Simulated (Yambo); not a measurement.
Yambo run on RbMo2AlO8 (space group P-3m1, No. 164). The wavefunctions are PBEsol (Quantum ESPRESSO, PseudoDojo norm-conserving, 84 Ry, scalar-relativistic) ones on a 3×3×2 mesh (44 occupied bands); a = b = 5.6537 Å, c = 7.4760 Å, α = β = 90.00°, γ = 120.00°.

Yambo input:

```
rim_cut
gw0
dyson
el_el_corr
HF_and_locXC
ppa
em1d
RandQpts= 1000000
RandGvec= 1 Ry
EXXRLvcs= 84 Ry
VXCRLvcs= 336 Ry
Chimod= "HARTREE"
% BndsRnXp
 3 | 154 |
%
NGsBlkXp= 6 Ry
% LongDrXp
 1.0 | 1.0 | 1.0 |
%
PPAPntXp= 27.2114 eV
% GbndRnge
 1 | 154 |
%
GTermKind= "BG"
DysSolver= "n"
ExtendOut
% QPkrange
 1 | 1 | 44 | 45 |
%
```

k points by index: 1 = Γ.

Resulting energies as the program prints them:

```
#    K-point    Band    Eo [eV]    E [eV]    E-Eo [eV]    Vxc [eV]    Vnlxc [eV]    Sc|Eo [eV]    Sc|E [eV]    dSc/dw|Eo [eV]    Re(Z)    Im(Z)
#
    1    44    0.000000    -0.750224    -0.750224    -19.72380    -24.77500    4.086061    4.300971    -7.793543    0.777356    -0.001466
    1    45    3.676604    5.646224    1.969620    -18.72355    -13.46061    -2.840826    -3.293323    -6.251161    0.813187    -0.001294
```
(The two width columns are left out.) Convergence of these settings isn't established.

Spin-orbit coupling is not included.

Geometry of the Materials Project entry, not relaxed at this level.

The structure is a Materials Project entry; no match was found in the copy of COD used, and its stability was not checked.
